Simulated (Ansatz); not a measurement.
**Data sheet: TaGa3 (DFT)**

TaGa3:
Space group I4/mmm (No. 139); a = b = 3.738 Å, c = 8.567 Å, α = β = γ = 90.00°

```json
[
 {"atom": "Ta", "site": "2a", "symmetry": "4/mmm", "x": "0.0000", "y": "0.0000", "z": "0.0000"},
 {"atom": "Ga", "site": "2b", "symmetry": "4/mmm", "x": "0.0000", "y": "0.0000", "z": "0.5000"},
 {"atom": "Ga", "site": "4d", "symmetry": "-4m2", "x": "0.0000", "y": "0.5000", "z": "0.2500"}
]
```
(The calculation used a cell of 4 atoms; values per cell refer to that cell.)

Space group I4/mmm (No. 139); conventional cell a = 3.7378 Å, b = 3.7378 Å, c = 8.5670 Å, α = 90.00°, β = 90.00°, γ = 90.00°.

Method: LDA (plane waves, PAW; program Ansatz). The cell and atoms are relaxed at this level. Other levels are named where they apply.

### Cell and energy

```
Property                                                       Value
-----------------------------------------------------  -------------
Volume per atom                                             14.96 Å³
Density                                                  10.82 g/cm³
Formation energy from the elements (no fitted shifts)  -0.24 eV/atom
```

### Electronic structure

```
Quantity                                                                     Value
------------------------------------  --------------------------------------------
Electronic character                                             metallic (no gap)
Density of states at the Fermi level  0.17 states/eV per atom (mean over ±0.08 eV)
```

### Mechanics

```
Property                             Result
----------------------------------  -------
Bulk modulus (Birch–Murnaghan fit)  151 GPa
Pressure derivative B′                  4.7
```

### Phonons

```
Quantity                                       Result
-----------------------------  ----------------------
Highest zone-centre frequency                232 cm⁻¹
Zone-centre stability          no imaginary mode at Γ
```

The first step of the workflow began from a Materials Project structure, measured or hypothetical; the Crystallography Open Database files this formula in space group No. 139, but the cells were not matched. Its standing as an ambient phase is unchecked. The cell was relaxed with LDA under the symmetry of its start. No spin polarisation was allowed. As this level gives no gap, phonon frequencies hold no LO–TO term and depend on the k-mesh and smearing (Fermi–Dirac, 0.1 eV here). Axis ratios of metals converge slowly with the k-mesh, so a and c are less sure than the volume. The references are the lowest solids computed at this level, not always the standard phases. Scalar-relativistic: spin–orbit coupling is off unless named, which matters more the heavier the elements.

Potentials: the later of the program's two PAW sets.
